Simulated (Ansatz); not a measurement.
Generalised stacking fault of MgO (rock salt) on the {100} plane. The cell below holds the perfect crystal with the plane normal along z; tilting its third vector by the shift puts one fault into each cell, between planes 2.13 Å apart, at fixed cell height.

```yaml
crystal:
  lattice:
    - [3.00785, 0.00000, 0.00000]
    - [0.00000, 3.00785, 0.00000]
    - [1.50393, 1.50393, 6.38062]
  atoms:
    - { symbol: O, position: [0.00000, 0.00000, 0.83333] }
    - { symbol: O, position: [0.33333, 0.33333, 0.16667] }
    - { symbol: O, position: [0.66667, 0.66667, 0.50000] }
    - { symbol: Mg, position: [0.50000, 0.50000, 0.83333] }
    - { symbol: Mg, position: [0.83333, 0.83333, 0.16667] }
    - { symbol: Mg, position: [0.16667, 0.16667, 0.50000] }
```

In-plane vectors a = (3.008, 0.000) Å, b = (0.000, 3.008) Å, area 9.05 Å². The shift is s times the vector a (length 3.008 Å), so s = 1 restores the start. The shift is rigid: no atom relaxes. γ = [E(shift) − E(0)] / area.

The numbers are results of PBE (plane waves to 420 eV, PAW, scalar-relativistic; Ansatz, a first-principles code), not measurements. k mesh 9×9×9 (Γ-centred), Fermi-Dirac smearing 0.05 eV. E is the zero-smearing estimate. Faults lie only 6.4 Å apart, and holding the cell height and the atoms raises γ above its relaxed value. MgO was relaxed with its symmetry unable to fall. The zero of γ is zero shift.

| s | γ (mJ/m²) |
|---|---|
| 0.000 | 0 |
| 0.083 | 190 |
| 0.167 | 725 |
| 0.250 | 1489 |
| 0.333 | 2295 |
| 0.417 | 2913 |
| 0.500 | 3145 |
| 0.583 | 2913 |
| 0.667 | 2295 |
| 0.750 | 1489 |
| 0.833 | 725 |
| 0.917 | 190 |

Q: Does γ have a local minimum between the ends of the line, and at which s?

A: No computed point is one.

Q: By a periodic cubic spline through the points, what shear stress does the steepest rise of γ from s = 0 correspond to?

A: 33 GPa. A slope of 1 mJ/m² per Å is 0.01 GPa.

(The slope of γ gives the shear force per area between the displaced halves; near zero shift its curvature is an elastic stiffness.)
